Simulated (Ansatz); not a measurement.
## Pb: computed property card

Pb:
```
Pb
1.0
    3.40442     0.00000     0.00000
   -1.70221     2.94831     0.00000
    0.00000     0.00000     5.79847
Pb
2
Cartesian
  0.00000   1.96554   1.44962
  1.70221   0.98277   4.34885
```

Space group P6_3/mmc (No. 194), hcp (Mg type); conventional cell a = b = 3.404 Å, c = 5.798 Å, α = β = 90.00°, γ = 120.00°.

Method: DFT-LDA in the program Ansatz with PAW potentials. The cell and atoms are relaxed at this level. Other levels are named where they apply.

**Cell and energy**

```
Quantity              Result
---------------  -----------
Volume per atom     29.10 Å³
Density          11.82 g/cm³
```

**Electronic structure**

```
Item                                                                         Value
------------------------------------  --------------------------------------------
Electronic character                                             metallic (no gap)
Density of states at the Fermi level  0.53 states/eV per atom (mean over ±0.08 eV)
```

**Mechanics**

```
Item                                                                                             Result
--------------------------------------------  ---------------------------------------------------------
Bulk modulus (Birch–Murnaghan fit)                                                             50.6 GPa
Pressure derivative B′                                                                              4.3
Elastic constants (relaxed ions, GPa)         C11 = 75.6, C12 = 48.0, C13 = 35.4, C33 = 66.1, C44 = 8.7
Mechanical stability                                             stable (all eigenvalues of C positive)
Hill bulk and shear moduli                                                            50.1 and 12.3 GPa
Young's modulus                                                                                34.0 GPa
Poisson's ratio                                                                                    0.39
Debye temperature from the elastic constants                                                      111 K
```

**Phonons**

```
Quantity                                        Value
-----------------------------  ----------------------
Highest zone-centre frequency                1.90 THz
Zone-centre stability          no imaginary mode at Γ
```

The first step of the workflow began from a Materials Project structure, measured or hypothetical; the Crystallography Open Database files this formula in space group No. 194, but the cells were not matched. It is not the phase usual at ambient conditions (space group No. 225). The cell was relaxed with LDA under the symmetry of its start. As this level gives no gap, shear constants depend on the k-mesh and smearing (Fermi–Dirac, 0.1 eV here). As this level gives no gap, phonon frequencies hold no LO–TO term and depend on the k-mesh and smearing (Fermi–Dirac, 0.1 eV here). Axis ratios of metals converge slowly with the k-mesh, so a and c are less sure than the volume. On the denser mesh and wider smearing of the elastic run this cell carries a stress of 1.1 GPa. Scalar-relativistic: spin–orbit coupling is off unless named, which matters more the heavier the elements.

Potentials: the later of the program's two PAW sets.
